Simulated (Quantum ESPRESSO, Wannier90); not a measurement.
## SnI₄ (P-43m): Wannier90 run

```xyz
5
Lattice="6.3636 0.0000 0.0000 0.0000 6.3636 0.0000 0.0000 0.0000 6.3636" Properties=species:S:1:pos:R:3 pbc="T T T"
Sn     0.0000     0.0000     0.0000
I      1.5513    -1.5513    -1.5513
I     -1.5513    -1.5513     1.5513
I     -1.5513     1.5513    -1.5513
I      1.5513     1.5513     1.5513
```

Cell from Materials Project (mp-571436), symmetrised, no further relaxation. COD (Crystallography Open Database) has the formula in 2 space groups, this one among them (matched by group alone). Method: PBEsol plane waves in Quantum ESPRESSO 7.5 (PseudoDojo norm-conserving files, 58 Ry, no spin polarisation, no spin-orbit coupling), Bloch states on a 4×4×4 mesh through Γ, Wannier90 4.0.1. Density: 6×6×6 mesh, cold smearing 0.01 Ry. Spin-orbit coupling is left out although heavy elements are present.

Bands 14-21 form an isolated set from -1.60 to 0.00 eV relative to the valence-band maximum (on the path) and are turned into 8 Wannier functions by minimising the spread from the start: SCDM (isolated).

Centres (Cartesian, Å; one of the equivalent choices) and spreads:

| n | x | y | z | spread (Å²) | nearest atom |
|---|---|---|---|---|---|
| 1 | 1.334 | -1.441 | -1.387 | 3.594 | I2 |
| 2 | 1.334 | 1.387 | 1.441 | 3.594 | I5 |
| 3 | -1.449 | 1.356 | -1.356 | 3.595 | I4 |
| 4 | 1.441 | 1.387 | 1.334 | 3.595 | I5 |
| 5 | 1.441 | -1.334 | -1.387 | 3.595 | I2 |
| 6 | -1.334 | -1.441 | 1.387 | 3.594 | I3 |
| 7 | -1.441 | -1.334 | 1.387 | 3.595 | I3 |
| 8 | -1.326 | 1.418 | -1.418 | 3.595 | I4 |

Ω_I = 27.91 Å², Ω_total = 28.76 Å²; the interpolated bands follow pw.x to 1.9 meV rms on the path. Only this start was tried; a symmetric start can stop on a saddle, and mixtures of these functions could lower the total by at most Ω_total − Ω_I.
